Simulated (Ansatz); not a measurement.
Input:

Re:
```
CELL_PARAMETERS angstrom
      2.73802     0.00000     0.00000
     -1.36901     2.37119     0.00000
      0.00000     0.00000     8.82410
ATOMIC_POSITIONS crystal
  Re 0.00000 0.00000 0.00000
  Re 0.00000 0.00000 0.50000
  Re 0.33333 0.66667 0.25000
  Re 0.66667 0.33333 0.75000
```

This is the LDA-relaxed structure. x, y and z are the axes in which the lattice vectors are written.

**Question.** All from LDA (plane waves, PAW; program Ansatz), unless another level is named. Estimate the Hill bulk and shear moduli.

**Answer.** 405 and 206 GPa.

**Question.** Next, the elastic constants (relaxed ions, GPa)?

**Answer.** C11 = 690, C12 = 288, C13 = 237, C33 = 741, C44 = 192.

**Question.** What about the highest zone-centre frequency?

**Answer.** 180 cm⁻¹.

Space group P6_3/mmc (dhcp (α-La type)). The first step of the workflow began from a Materials Project structure, measured or hypothetical. Its sites differ from those of the usual phase in this space group: another stacking or structure type. The cell was relaxed with LDA under the symmetry of its start; of distortions, only those at the zone centre were tested. The run is not spin-polarised. As this level gives no gap, shear constants depend on the k-mesh and smearing (Fermi–Dirac, 0.1 eV here). As this level gives no gap, phonon frequencies hold no LO–TO term and depend on the k-mesh and smearing (Fermi–Dirac, 0.1 eV here). On the denser mesh and wider smearing of the elastic run this cell carries a stress of 0.4 GPa. Spin–orbit coupling is left out wherever it is not named.

Potentials: the later of the program's two PAW sets.
